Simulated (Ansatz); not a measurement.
In plane-wave PAW HSE06 (Ansatz code), CoPdO₂ in the trigonal phase (R-3m; Pd on 3a, Co on 3b, O on 6c) relaxes to a = 2.830 Å, c = 17.608 Å. Pd has 2 nearest neighbours from 1.98 Å (linear); Co has 6 nearest neighbours from 1.89 Å (octahedral); O has 4 nearest neighbours from 1.89 Å (tetrahedral).

Electronic character: metallic (no gap). The magnetic state found is non-magnetic (starting moments vanished).

The cell was relaxed with HSE06 under the symmetry of its start. The workflow began spin-polarised and lost its moments. The hybrid run found no gap, on a coarse k-mesh. Scalar-relativistic: spin–orbit coupling is off unless named, which matters more the heavier the elements.

Potentials: the later of the program's two PAW sets.
